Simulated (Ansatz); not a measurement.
**YMn$_{2}$Si$_{2}$ (I4/mmm): electronic heat capacity from the density of states**

Level of theory: Ansatz 0.2.0, DFT r2SCAN, scalar-relativistic, plane waves, PAW.

Cutoff 500 eV; k points 14×14×14 on the computed 5-atom cell (Γ-centred); Gaussian smearing, width 0.10 eV; collinear spin from starting moments 0 2.61 2.61 -0.11 -0.11 μB.

Relaxed cell: I4/mmm, a = 3.882 Å, b = 3.882 Å, c = 10.492 Å, α = 90.00°, β = 90.00°, γ = 90.00°, 5 atoms in the primitive cell. Whether it is the stable form of this composition wasn't checked.

The density of states at the Fermi level is 2.847 states/eV in the cell of 5 atoms (1 formula unit; both spins, tetrahedra on a 21×21×21 mesh). The run ends with a moment of 4.48 μB a cell (largest on a site 2.37 μB), and the figure is for this state; a paramagnetic sample can have a quite different one. Another magnetic order, if the compound takes it, can change N(E_F) and the shape of the cell a good deal.

Task: What Sommerfeld coefficient does this give?

Result: Per formula unit N(E_F) = 2.847 states/eV. γ = (π²/3) k_B² N(E_F) N_A = 2.357 mJ/(mol K²) per state/eV, so γ = 6.7 mJ/(mol K²), a mole of formula units. This is the bare band result: a measured γ of the same phase and magnetic order is as a rule larger by a factor 1 + λ from phonons and spin fluctuations. N(E_F) at one energy is sensitive to the mesh where the density of states has sharp peaks.

The state reached may not be the lowest one. The run saw a state lower than the one given here. Only parallel moments were tried here.

Only this magnetic start was tried.

Cost: 1 run of about 6.7 core-minutes, on Oxide Virtual Turin-like Processor (Zen 5) (shared hosts).